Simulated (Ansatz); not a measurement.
**Trigonal deformation path in TaF₃**

These are results of DFT PBEsol, scalar-relativistic, plane waves, PAW (Ansatz 0.2.0), not measurements. The runs took a 420 eV cutoff, a Γ-centred 14×14×14 mesh and Gaussian smearing (0.15 eV). Spin–orbit coupling is left out, which can shift energies with elements as heavy as these. No spin polarisation. Energies are free energies at this smearing, counted from the undisturbed cell; pressure is positive in compression.

Reference structure (as given, not relaxed at this level; it stands at 20.4 GPa, and it needn't be the usual structure):

```
Ta F
1.0
     3.90120    0.00000    0.00000
     0.00000    3.90120    0.00000
     0.00000    0.00000    3.90120
Ta F
1 3
Direct
  0.00000 0.00000 0.00000
  0.50000 0.00000 0.00000
  0.00000 0.50000 0.00000
  0.00000 0.00000 0.50000
```

At fixed volume and fractional coordinates, lengths along (0.577, 0.577, 0.577) are scaled against those across it; ρ is that ratio over its starting value. The cell is metallic on the mesh throughout. At 20 GPa the given cell is far from its own equilibrium, so these figures belong to a strongly strained crystal.

| ρ | ΔE (meV/atom) |
| --- | --- |
| 0.500 | 22.0 |
| 0.600 | -94.1 |
| 0.710 | -112.0 |
| 0.850 | -47.5 |
| 0.930 | -11.2 |
| 1.000 | 0.0 |
| 1.080 | -12.8 |
| 1.200 | -57.3 |
| 1.410 | -81.8 |
| 1.700 | 144.3 |
| 2.000 | 699.1 |

Question: Predict the pressure (GPa) at each point.

Answer:
```tsv
ρ	pressure (GPa)
0.500	-14.2
0.600	-3.2
0.710	7.1
0.850	16.6
0.930	19.6
1.000	20.4
1.080	19.5
1.200	15.4
1.410	5.8
1.700	-5.3
2.000	-10.8
```